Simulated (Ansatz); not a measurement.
Rb₂NaRhF₆:
```xyz
10
Lattice="0.0000 4.2341 4.2341 4.2341 0.0000 4.2341 4.2341 4.2341 0.0000" Properties=species:S:1:pos:R:3 pbc="T T T"
Rb     6.3512     6.3512     6.3512
Rb     2.1171     2.1171     2.1171
Na     4.2341     4.2341     4.2341
Rh     0.0000     0.0000     0.0000
F      1.9874     4.2341     4.2341
F      6.4808     4.2341     4.2341
F      4.2341     1.9874     4.2341
F      4.2341     6.4808     4.2341
F      4.2341     4.2341     1.9874
F      4.2341     4.2341     6.4808
```

Relaxed with r²SCAN.

Task: Give the Bader charges and basin volumes of the independent atoms, r²SCAN in the plane-wave PAW code Ansatz.

Result: 

```
atom  Bader charge (e)  Bader volume (Å³)
----  ----------------  -----------------
Rb1              +0.91               23.5
Na3              +0.91                7.6
Rh4              +1.65               11.6
F5               -0.73               14.2
```

Space group Fm-3m. The first step of the workflow began from a Materials Project structure, measured or hypothetical; the Crystallography Open Database files this formula in space group No. 225, but the cells were not matched. Its standing as an ambient phase is unchecked. The cell was relaxed with r²SCAN under the symmetry of its start; whether a distortion lowers the energy is not shown. The run is not spin-polarised.

Potentials: the later of the program's two PAW sets.
